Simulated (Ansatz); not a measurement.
SrCo2P2:
```
SrCo2P2
1.0
   -1.86348     1.86348     5.71115
    1.86348    -1.86348     5.71115
    1.86348     1.86348    -5.71115
P Sr Co
2 1 2
Direct
  0.35031   0.35031   0.00000
  0.64969   0.64969   0.00000
  0.00000   0.00000   0.00000
  0.75000   0.25000   0.50000
  0.25000   0.75000   0.50000
```
Starting moments (μB, in the order of the atoms P P Sr Co Co): 0.0 0.0 0.0 0.3 0.3.

Relaxed with PBEsol. Special points in fractions of this cell's reciprocal vectors: Γ (0.000, 0.000, 0.000); X (0.000, 0.000, 0.500); P (0.250, 0.250, 0.250); N (0.000, 0.500, 0.000); M (0.500, 0.500, -0.500); S (0.277, 0.723, -0.277); S0 (-0.277, 0.277, 0.277); R (-0.053, 0.053, 0.500); G (0.500, 0.500, -0.053).

Question: List the band energies nearest the Fermi level at these points for the program Ansatz at the PBEsol level (PAW).

Answer: In eV from the Fermi level; about four levels below and three above (degenerate sets whole), none deeper than 8.9 eV; points with the same levels are listed once.

```tsv
k	below	above
Γ ↑	-1.21 -0.85 -0.85 -0.61	0.69 2.29 2.29
X ↑	-1.39 -1.33 -0.18 -0.15	3.77 4.66 4.83
P ↑	-1.43 -1.43 -1.39 -0.16 -0.16	4.20 4.75 4.75
N ↑	-2.22 -2.18 -1.74 -1.54	0.49 0.69 0.76
M ↑	-0.68 -0.68 -0.61 -0.04	1.31 2.27 2.27
S ↑	-2.24 -2.09 -1.89 -1.19	0.08 0.63 1.56
R ↑	-1.30 -1.27 -0.15 -0.10	3.86 4.72 4.80
Γ ↓	-1.40 -0.98 -0.65 -0.65	0.06 0.72 2.43 2.43
X ↓	-1.30 -1.19 -1.17 -1.17	0.33 0.36 3.86
P ↓	-1.35 -1.35 -1.30 -1.17 -1.17	0.35 0.35 4.27
N ↓	-1.98 -1.96 -1.46 -1.32	0.65 0.89 0.91
M ↓	-0.97 -0.75 -0.48 -0.48	0.06 0.17 1.45
S ↓	-1.86 -1.83 -1.64 -0.96	0.23 0.85 1.71
R ↓	-1.22 -1.18 -1.13 -1.07	0.36 0.38 3.95
```

Space group I4/mmm. The workflow started from an entry of the Crystallography Open Database (COD). Whether it is the stable phase at ambient conditions was not checked. The cell was relaxed with PBEsol under the symmetry of its start; whether a distortion lowers the energy is not shown. Magnetic state: ferromagnetic, the only order run, not a proven ground state. Spin–orbit coupling is left out wherever it is not named.

Potentials: the later of the program's two PAW sets.
